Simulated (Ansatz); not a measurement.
MoPd (L1₀ or tetragonal B2, P4/mmm) at seven volumes, PBE (plane waves, PAW; program Ansatz), shape and atoms relaxed at each. One row is withheld.

```
V (Å³/atom)  P (GPa)
-----------  -------
13.885         27.16
14.343         16.49
14.801             ?
15.258          0.00
15.716         -6.31
16.174        -11.60
16.632        -16.02
```

### Question
Fit the shown pressures and predict the withheld one.

### Answer
Third-order Birch–Murnaghan: P = (3/2)B₀(x^(7/2) − x^(5/2))[1 + (3/4)(B′ − 4)(x − 1)] with x = (V₀/V)^(2/3). Least squares on the six rows gives V₀ = 15.258 Å³/atom, B₀ = 229.1 GPa, B′ = 4.85. At V = 14.801, x = 1.0205 and P = 7.50 GPa. The run itself gave 7.53 GPa.

The start of the workflow was typed in or built on a structure type; neither database checked (COD, Materials Project) lists it. Its standing as an ambient phase is unchecked. Symmetry was held in the PBE relaxation; whether a distortion lowers the energy is not shown. No spin polarisation was allowed.

Potentials: the earlier of the program's two PAW sets.
